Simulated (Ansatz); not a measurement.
The relaxed structure here is a generated cell of HfO2: the first start was made by placing the elements on the sites of a structure type, and the end was not matched to a known phase here, so it may be hypothetical. Known forms of HfO2 include space group No. 14, 29, 137, 225.

A relaxed structure of HfO₂. Space group P6₃/mmc (No. 194). All values below come from PBE (plane waves to 420 eV, PAW, scalar-relativistic; Ansatz, a quantum-chemistry and plane-wave program).

Space group P6₃/mmc (No. 194); a = b = 4.7377 Å, c = 11.3069 Å, α = β = 90.00°, γ = 120.00°

```tsv
atom	site	symmetry	x	y	z
Hf	4f	3m.	0.6667	0.3333	0.1319
O	2a	-3m.	0.0000	0.0000	0.0000
O	6h	mm2	0.3276	0.1638	0.2500
```

**Question.** Give the band gap at the level PBE.

**Answer.** Zero (the bands touch at this level, without spin-orbit coupling).

No spin polarisation in the result. The d or f electrons are treated with no Hubbard U. The gap comes from the SCF mesh and the high-symmetry points alone.

The run could not lose the symmetry of its start: the end is stationary, and may be a saddle point rather than a minimum.
